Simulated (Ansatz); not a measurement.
AlMo2C in space group P6_3/mmc (No. 194; Al on 2d, Mo on 4f, C on 2a) at seven volumes, PBEsol in the plane-wave PAW code Ansatz, shape and atoms relaxed at each. One row is withheld.

```
V (Å³/atom)  P (GPa)
-----------  -------
11.852         24.50
12.243         14.88
12.634             ?
13.024          0.00
13.415         -5.76
13.806        -10.66
14.197        -14.43
```

Q: Fit the shown pressures and predict the withheld one.

A: Third-order Birch–Murnaghan: P = (3/2)B₀(x^(7/2) − x^(5/2))[1 + (3/4)(B′ − 4)(x − 1)] with x = (V₀/V)^(2/3). Least squares on the six rows gives V₀ = 13.021 Å³/atom, B₀ = 207.3 GPa, B′ = 4.87. At V = 12.634, x = 1.0203 and P = 6.73 GPa. The run itself gave 6.80 GPa.

The start of the workflow was typed in or built on a structure type; neither database checked (COD, Materials Project) lists it. Its standing as an ambient phase is unchecked. The cell was relaxed with PBEsol under the symmetry of its start; its stability against distortions is not shown here. The run is not spin-polarised.

Potentials: the earlier of the program's two PAW sets. The files were generated under PBE; for other functionals the program regenerates the frozen cores, and for LDA and PBEsol the local potential too.
